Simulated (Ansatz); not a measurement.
# TiRh$_{3}$: sound and stiffness along [100], [110] and [111]

Method: DFT LDA, scalar-relativistic, plane waves, PAW (Ansatz 0.2.0). Plane waves to 420 eV; Γ-centred k mesh 12×12×12; Fermi-Dirac smearing of 0.15 eV. No spin polarisation.

Equilibrium structure at this level:
```yaml
crystal:
  lattice:
    - [3.77289, 0.00000, 0.00000]
    - [0.00000, 3.77289, 0.00000]
    - [0.00000, 0.00000, 3.77289]
  atoms:
    - { symbol: Ti, position: [0.00000, 0.00000, 0.00000] }
    - { symbol: Rh, position: [0.00000, 0.50000, 0.50000] }
    - { symbol: Rh, position: [0.50000, 0.00000, 0.50000] }
    - { symbol: Rh, position: [0.50000, 0.50000, 0.00000] }
```

In a metal, frequencies and elastic constants depend on the k mesh and the smearing, soft modes and shear constants most.

With ions relaxed, on the cubic axes: C11 = 402.8, C12 = 212.3, C44 = 194.3 GPa. The density is 11.025 g/cm³.

Question: Is the crystal stable against strain, and how anisotropic is it?

Answer: Born's conditions hold: C11 + 2C12 = 827.5, C11 − C12 = 190.5 and C44 = 194.3 GPa are all positive. B = (C11 + 2C12)/3 = 275.8 GPa. The two shear moduli are C44 and C′ = (C11 − C12)/2 = 95.2 GPa, so Zener's ratio is A = C44/C′ = 2.04: the tetragonal shear C′ is the soft one, as in many fcc and bcc metals and zincblende crystals. The Cauchy pressure C12 − C44 is 18.0 GPa; it would vanish for pair forces between atoms on inversion centres at zero pressure, and here it is small.

Question: Give the sound speeds along the three symmetry directions.

Answer: The Christoffel equation gives ρv² for each branch:
```csv
direction,branch,ρv²,GPa,v (m/s)
[100],L,C11,402.8,6044
[100],T (×2),C44,194.3,4199
[110],L,(C11 + C12 + 2C44)/2,501.9,6747
[110],"T, u ∥ [001]",C44,194.3,4199
[110],"T, u ∥ [1-10]",(C11 − C12)/2,95.2,2939
[111],L,(C11 + 2C12 + 4C44)/3,535.0,6966
[111],T (×2),(C11 − C12 + C44)/3,128.3,3411
```

Question: How does Young's modulus depend on direction?

Answer: Inverting gives S11 = 3.903, S12 = -1.347, S44 = 5.145 TPa⁻¹. Along a unit vector (l, m, n), 1/E = S11 − 2(S11 − S12 − S44/2)(l²m² + m²n² + n²l²), where the last bracket is 0, 1/4 and 1/3 for [100], [110] and [111]: E = 256, 390 and 472 GPa. With A > 1 the body diagonal is stiffest. For a film on (001), the biaxial modulus is C11 + C12 − 2C12²/C11 = 391 GPa and the normal strain is −2C12/C11 = -1.05 times the in-plane one.